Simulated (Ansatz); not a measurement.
Co₃Mo, first-principles data

Co3Mo:
```yaml
crystal:
  lattice:
    - [5.03913, 0.00000, 0.00000]
    - [-2.51956, 4.36401, 0.00000]
    - [0.00000, 0.00000, 4.03013]
  atoms:
    - { symbol: Co, position: [0.83818, 0.67636, 0.25000] }
    - { symbol: Co, position: [0.16182, 0.32364, 0.75000] }
    - { symbol: Co, position: [0.16182, 0.83818, 0.75000] }
    - { symbol: Co, position: [0.83818, 0.16182, 0.25000] }
    - { symbol: Co, position: [0.32364, 0.16182, 0.25000] }
    - { symbol: Co, position: [0.67636, 0.83818, 0.75000] }
    - { symbol: Mo, position: [0.33333, 0.66667, 0.25000] }
    - { symbol: Mo, position: [0.66667, 0.33333, 0.75000] }
```
The run is spin-polarised; directions of the spins, atom by atom: ↑ ↑ ↑ ↑ ↑ ↑ 0 0.

Space group P6_3/mmc (No. 194); conventional cell a = b = 5.039 Å, c = 4.030 Å, α = β = 90.00°, γ = 120.00°.

Method: PBEsol (plane waves, PAW; program Ansatz). The cell and atoms are relaxed at this level. Other levels are named where they apply.

**Cell and energy**

* **Volume per atom**: 11.08 Å³
* **Density**: 10.22 g/cm³
* **Formation energy from the elements (no fitted shifts)**: -0.10 eV/atom

**Electronic structure**

Electronic character: metallic (no gap)
Density of states at the Fermi level: 0.78 states/eV per atom (mean over ±0.08 eV)

**Magnetism**

Magnetic order: ferrimagnetic
Net moment: 0.19 μB per atom

**Mechanics**

* **Bulk modulus (Birch–Murnaghan fit)**: 290 GPa
* **Pressure derivative B′**: 4.6
* **Mechanical stability**: stable (all eigenvalues of C positive)
* **Hill bulk and shear moduli**: 294 and 148 GPa
* **Young's modulus**: 380 GPa
* **Poisson's ratio**: 0.28
* **Debye temperature from the elastic constants**: 567 K

The workflow started from a Materials Project entry (that database holds measured and hypothetical structures alike); the Crystallography Open Database files this formula in space group No. 194, but the cells were not matched. Whether it is the stable phase at ambient conditions was not checked. Symmetry was held in the PBEsol relaxation, as lowered by the spin order; whether a distortion lowers the energy is not shown. The final state is ferrimagnetic, the only order run, not a proven ground state. As this level gives no gap, shear constants depend on the k-mesh and smearing (Fermi–Dirac, 0.1 eV here). Point labels and valley counts follow the cell and symmetry of the run, lower than the named group. Axis ratios of metals converge slowly with the k-mesh, so a and c are less sure than the volume. The references are the lowest solids computed at this level, not always the standard phases. Spin–orbit coupling is left out wherever it is not named.

Potentials: the later of the program's two PAW sets.
